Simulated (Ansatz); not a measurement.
A geometry of Zn away from equilibrium: step 2 of the relaxation of a relaxed Zn cell, doubled along one cell vector, shaken by Gaussian noise of σ = 0.08 Å a coordinate. Level of theory: r2SCAN (plane waves to 500 eV, PAW, scalar-relativistic; Ansatz, a program for electronic structure). Γ-centred k-mesh 8×16×14 on the run's cell (coarser than for final values), Fermi–Dirac smearing 0.05 eV.

```
Zn
1.0
   -3.35442     3.32124     2.59507
    1.67032    -1.66878     1.29918
    1.68379     1.67536    -1.30810
Zn
2
Direct
  0.98870   0.00888   0.97625
  0.50463   0.03743   0.03059
```

Question: Which atoms carry the largest force, and which way does it point?

Answer: 0.33 eV/Å, on Zn1, Zn2 (atoms numbered as listed); on Zn1 its components are (0.13, 0.18, 0.24).

Question: What is the pressure?

Answer: +0.8 GPa, compression positive.

Question: How far above the relaxed end point is this geometry?

Answer: 0.02 eV/atom; the path ends in C2/m (No. 12) at a tolerance of 0.01 Å, R-3m (No. 166) at 0.1 Å.

No spin polarisation in the result.

The run could not lose the symmetry of its start, so the end can be a saddle point.

The end of the path is a generated cell of Zn: the first start was made by placing the elements on the sites of a structure type, and the end was not matched to a known phase here, so it may be hypothetical. Known forms of Zn include space group No. 194.
